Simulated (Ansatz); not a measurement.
Relaxed-ion elastic tensor of HfB2 in space group P6/mmm (No. 191; Hf on 1a, B on 2d) in GPa (Voigt order), the program Ansatz at the PBEsol level (PAW); density 11.38 g/cm³, 9.73 Å³ per atom.

```json
[
 {"": "1", "1": "623", "2": "65.4", "3": "129", "4": "0.0", "5": "0.0", "6": "0.0"},
 {"": "2", "1": "65.4", "2": "623", "3": "129", "4": "0.0", "5": "0.0", "6": "0.0"},
 {"": "3", "1": "129", "2": "129", "3": "468", "4": "0.0", "5": "0.0", "6": "0.0"},
 {"": "4", "1": "0.0", "2": "0.0", "3": "0.0", "4": "276", "5": "0.0", "6": "0.0"},
 {"": "5", "1": "0.0", "2": "0.0", "3": "0.0", "4": "0.0", "5": "276", "6": "0.0"},
 {"": "6", "1": "0.0", "2": "0.0", "3": "0.0", "4": "0.0", "5": "0.0", "6": "279"}
]
```

Task: Is the crystal mechanically stable?

Result: Yes: the smallest eigenvalue of C is 276 GPa.

Task: Work out the Voigt, Reuss and Hill averages.

Result: K_V = 262, K_R = 261, K_H = 262; G_V = 259, G_R = 252, G_H = 255 GPa.

Task: Give Young's modulus, Poisson's ratio, Pugh's ratio and the universal anisotropy index.

Result: E = 9KG/(3K + G) = 578 GPa; ν = 0.13; K/G = 1.02 (brittle by the Pugh limit of 1.75); A_U = 5G_V/G_R + K_V/K_R − 6 = 0.15.

Task: Estimate the sound speeds and the Debye temperature.

Result: v_l = √((K + 4G/3)/ρ) = 7270 m/s, v_t = √(G/ρ) = 4740 m/s, mean 5190 m/s; Θ = (h/k)(3n/4πV)^(1/3) v_m = 724 K.

Task: Solve the Christoffel equation for the three sound speeds along x, y, z.

Result: Eigenvalues of C_ijkl n_j n_l equal ρv². In km/s, slowest first: x 4.93, 4.95, 7.40; y 4.93, 4.95, 7.40; z 4.93, 4.93, 6.41.

Task: How much does each axis shrink under pressure?

Result: Linear compressibilities β_i = Σ_j S_ij (j = 1 to 3): x 1.2, y 1.2, z 1.5 per TPa.

The cell was relaxed with PBEsol under the symmetry of its start; of distortions, only those at the zone centre were tested. No spin polarisation was allowed. As this level gives no gap, shear constants depend on the k-mesh and smearing (Fermi–Dirac, 0.1 eV here). Spin–orbit coupling is left out wherever it is not named.

Potentials: the later of the program's two PAW sets.
